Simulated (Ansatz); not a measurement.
## FeNi: do energies and stresses tell the same story?

Method: DFT PBEsol, scalar-relativistic, plane waves, PAW (Ansatz 0.2.0).

Settings: cutoff 420 eV, Γ-centred mesh 16×16×12 on the computed 2-atom cell, Gaussian smearing of 0.10 eV; collinear spin from starting moments 2.79 0.75 μB.

Relaxed cell: P4/mmm, a = 2.468 Å, b = 2.468 Å, c = 3.533 Å, α = 90.00°, β = 90.00°, γ = 90.00°, 2 atoms in the primitive cell. Whether it is the stable form of this composition wasn't checked.

Energies at zero smearing and pressures from the stress tensor, at volumes with shape and atoms relaxed:
```tsv
V (Å³/atom)	E − E(first) (meV/atom)	P (GPa)
10.115	0.00	14.82
10.438	-21.14	6.66
10.761	-27.46	0.00
11.083	-21.86	-5.67
11.406	-5.29	-10.73
```

Problem. Check P = −dE/dV between neighbouring volumes, and get the bulk modulus from the pressures alone.

Solution. With 1 eV/Å³ = 160.2 GPa:
| middle V (Å³/atom) | −ΔE/ΔV (GPa) | mean P (GPa) |
| --- | --- | --- |
| 10.276 | 10.490 | 10.740 |
| 10.599 | 3.139 | 3.333 |
| 10.922 | -2.781 | -2.832 |
| 11.245 | -8.221 | -8.200 |

The two differ by 0.25 GPa at most. The mean of two end pressures misses the average over a step by about ΔV² P″/12, up to 0.15 GPa here; with that taken off 0.12 GPa remains. The stress is the derivative of the free energy, not of the energy at zero smearing, and with free energies 0.03 GPa remains. The largest site moment goes from 2.37 to 2.66 μB along the series, which bends P(V). Around V = 10.761 Å³/atom, the two neighbours give B = −V ΔP/ΔV = 10.761 × 12.33 / 0.646 = 205.5 GPa, against B0 = 204.4 GPa from the Birch–Murnaghan fit of the energies.

Only parallel moments were tried here.

Only this magnetic start was tried.